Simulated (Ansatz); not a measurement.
TiAl3:
```cif
data_Al6Ti2
_chemical_formula_sum 'Al6 Ti2'
_space_group_name_H-M_alt 'I4/mmm'
_space_group_IT_number 139
_space_group_name_Hall '-I 4 2'
_cell_length_a 3.82363
_cell_length_b 3.82363
_cell_length_c 8.56266
_cell_angle_alpha 90.000
_cell_angle_beta 90.000
_cell_angle_gamma 90.000
loop_
_atom_site_label
_atom_site_type_symbol
_atom_site_symmetry_multiplicity
_atom_site_Wyckoff_symbol
_atom_site_fract_x
_atom_site_fract_y
_atom_site_fract_z
_atom_site_occupancy
Al1 Al 2 b 0.00000 0.00000 0.50000 1
Al2 Al 4 d 0.00000 0.50000 0.25000 1
Ti1 Ti 2 a 0.00000 0.00000 0.00000 1
```
(The calculation used a cell of 4 atoms; values per cell refer to that cell.)

This is the r²SCAN-relaxed structure.

Problem. All from DFT-r²SCAN in the program Ansatz with PAW potentials, unless another level is named. Give the formation energy from the elements (no fitted shifts).

Solution. -0.43 eV/atom.

Problem. And the density of states at the Fermi level?

Solution. 0.40 states/eV per atom (mean over ±0.08 eV).

The cell was relaxed with r²SCAN under the symmetry of its start. No spin polarisation was allowed. The references are the lowest solids computed at this level, not always the standard phases.

Potentials: the later of the program's two PAW sets.
